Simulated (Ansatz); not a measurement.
GaP:
```yaml
crystal:
  lattice:
    - [0.00000, 2.71944, 2.71944]
    - [2.71944, 0.00000, 2.71944]
    - [2.71944, 2.71944, 0.00000]
  atoms:
    - { symbol: Ga, position: [0.00000, 0.00000, 0.00000] }
    - { symbol: P, position: [0.75000, 0.75000, 0.75000] }
```

Relaxed with PBEsol. Special points in fractions of this cell's reciprocal vectors: Γ (0.000, 0.000, 0.000); X (0.500, 0.000, 0.500); U (0.625, 0.250, 0.625); K (0.375, 0.375, 0.750); L (0.500, 0.500, 0.500); W (0.500, 0.250, 0.750).

### Question
List the band energies nearest the valence-band maximum at these points for plane-wave PAW PBEsol (Ansatz code).

### Answer
In eV from the valence-band maximum; about four levels below and three above (degenerate sets whole), none deeper than 8.9 eV; points with the same levels are listed once.

```json
[
 {"k": "Γ", "below": "0.00 0.00 0.00", "above": "1.80 3.82 3.82 3.82"},
 {"k": "X", "below": "-6.83 -2.73 -2.73", "above": "1.50 1.71 10.57 10.57"},
 {"k": "U", "below": "-6.62 -4.03 -2.30", "above": "2.06 4.73 8.19"},
 {"k": "L", "below": "-6.73 -1.14 -1.14", "above": "1.60 4.64 4.64"},
 {"k": "W", "below": "-6.62 -3.66 -3.51", "above": "4.60 4.85 6.02"}
]
```

Space group F-43m (zinc blende). The cell was relaxed with PBEsol under the symmetry of its start. Scalar-relativistic: spin–orbit coupling is off unless named, which matters more the heavier the elements.

Potentials: the earlier of the program's two PAW sets. The files were generated under PBE; for other functionals the program regenerates the frozen cores, and for LDA and PBEsol the local potential too.
